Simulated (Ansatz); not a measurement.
The relaxed structure here is a generated cell of Sb: the first start was made by a random draw of sites in a space group, and the end was not matched to a known phase here, so it may be hypothetical. Known forms of Sb include space group No. 166.

A relaxed structure of Sb. Space group Pm-3m (No. 221), AFLOW prototype A_cP1_221_a (A_h). Calculation: r2SCAN (plane waves to 500 eV, PAW, scalar-relativistic; Ansatz, an electronic-structure program).

```cif
data_Sb
_chemical_formula_sum 'Sb1'
_space_group_name_H-M_alt 'Pm-3m'
_space_group_IT_number 221
_space_group_name_Hall '-P 4 2 3'
_cell_length_a 3.08443
_cell_length_b 3.08443
_cell_length_c 3.08443
_cell_angle_alpha 90.000
_cell_angle_beta 90.000
_cell_angle_gamma 90.000
loop_
_atom_site_label
_atom_site_type_symbol
_atom_site_symmetry_multiplicity
_atom_site_Wyckoff_symbol
_atom_site_fract_x
_atom_site_fract_y
_atom_site_fract_z
_atom_site_occupancy
Sb1 Sb 1 b 0.50000 0.50000 0.50000 1
```

```yaml
volume_per_atom: 29.34 Å³
density: 6.89 g/cm³
band_gap: zero (metallic)
shortest_distances: Sb–Sb 3.08 Å
k-mesh: 15×15×15
```

Band energies at high-symmetry points (eV from the Fermi level; labels of this space group; no spin-orbit coupling), from −5 eV up to 4.9 eV:

| point | energies |
|---|---|
| Γ | 3.47 3.47 3.47 |
| X | – |
| M | -3.87 -3.87 2.42 |
| R | -4.36 -1.85 -1.85 -1.85 |

No spin polarisation in the result. The relaxed primitive cell holds an odd number of electrons. A magnetic state may lie lower.

The run could not lose the symmetry of its start: the end is stationary, and may be a saddle point rather than a minimum.
